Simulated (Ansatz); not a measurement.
Lu (hcp (Mg type), P6_3/mmc), a = b = 3.456 Å, c = 5.378 Å, α = β = 90.00°, γ = 120.00°.

Relaxed with PBE+D3(BJ).

### Question
Which orbitals make up the states near the Fermi level in the program Ansatz at the PBE+D3(BJ) level (PAW)?

### Answer
Within 0.5 eV of the Fermi level: Lu 5d 89 %. Projections are on Löwdin-orthogonalised atomic valence shells; empty p or d shells of many metals are not among them.

### Question
Tabulate the density of states.

### Answer
States/eV per cell of 2 atoms, in 0.25 eV bins, energy from the Fermi level.

| E (eV) | total | Lu 4f | Lu 5d | Lu 6s |
|---|---|---|---|---|
| -6.25 | 0.00 | 0.00 | 0.00 | 0.00 |
| -6.00 | 0.07 | 0.00 | 0.00 | 0.07 |
| -5.75 | 0.13 | 0.00 | 0.00 | 0.13 |
| -5.50 | 0.18 | 0.00 | 0.01 | 0.17 |
| -5.25 | 0.23 | 0.01 | 0.01 | 0.20 |
| -5.00 | 0.55 | 0.28 | 0.02 | 0.24 |
| -4.75 | 111.92 | 111.48 | 0.15 | 0.27 |
| -4.50 | 0.40 | 0.07 | 0.05 | 0.27 |
| -4.25 | 0.39 | 0.01 | 0.07 | 0.29 |
| -4.00 | 0.43 | 0.00 | 0.10 | 0.31 |
| -3.75 | 0.49 | 0.00 | 0.14 | 0.33 |
| -3.50 | 0.55 | 0.00 | 0.19 | 0.35 |
| -3.25 | 0.64 | 0.00 | 0.25 | 0.36 |
| -3.00 | 0.74 | 0.00 | 0.34 | 0.38 |
| -2.75 | 0.90 | 0.00 | 0.48 | 0.39 |
| -2.50 | 1.29 | 0.00 | 0.82 | 0.42 |
| -2.25 | 1.37 | 0.00 | 0.96 | 0.37 |
| -2.00 | 1.30 | 0.00 | 0.96 | 0.30 |
| -1.75 | 1.29 | 0.00 | 1.00 | 0.24 |
| -1.50 | 1.42 | 0.00 | 1.16 | 0.21 |
| -1.25 | 1.50 | 0.00 | 1.29 | 0.17 |
| -1.00 | 1.38 | 0.00 | 1.23 | 0.10 |
| -0.75 | 1.91 | 0.00 | 1.80 | 0.06 |
| -0.50 | 2.31 | 0.00 | 2.14 | 0.08 |
| -0.25 | 3.04 | 0.01 | 2.71 | 0.15 |
| 0.00 | 3.30 | 0.01 | 2.95 | 0.12 |
| 0.25 | 3.00 | 0.01 | 2.63 | 0.14 |
| 0.50 | 1.59 | 0.00 | 1.39 | 0.07 |
| 0.75 | 1.35 | 0.00 | 1.17 | 0.06 |
| 1.00 | 1.51 | 0.00 | 1.35 | 0.05 |
| 1.25 | 2.77 | 0.01 | 2.38 | 0.14 |
| 1.50 | 4.02 | 0.01 | 3.37 | 0.24 |
| 1.75 | 3.51 | 0.01 | 3.15 | 0.19 |
| 2.00 | 2.97 | 0.00 | 2.69 | 0.17 |
| 2.25 | 2.87 | 0.00 | 2.64 | 0.12 |
| 2.50 | 3.37 | 0.00 | 3.16 | 0.08 |
| 2.75 | 2.37 | 0.00 | 2.25 | 0.03 |
| 3.00 | 1.45 | 0.00 | 1.38 | 0.02 |
| 3.25 | 1.34 | 0.00 | 1.28 | 0.02 |
| 3.50 | 1.32 | 0.00 | 1.26 | 0.02 |
| 3.75 | 1.33 | 0.00 | 1.27 | 0.02 |
| 4.00 | 1.33 | 0.00 | 1.26 | 0.02 |
| 4.25 | 1.38 | 0.00 | 1.30 | 0.03 |
| 4.50 | 1.43 | 0.00 | 1.33 | 0.05 |
| 4.75 | 1.50 | 0.00 | 1.37 | 0.07 |

Symmetry was held in the PBE+D3(BJ) relaxation. The pairwise dispersion correction was not fitted to metals. Axis ratios of metals converge slowly with the k-mesh, so a and c are less sure than the volume. Spin–orbit coupling is left out wherever it is not named.

Potentials: the earlier of the program's two PAW sets.
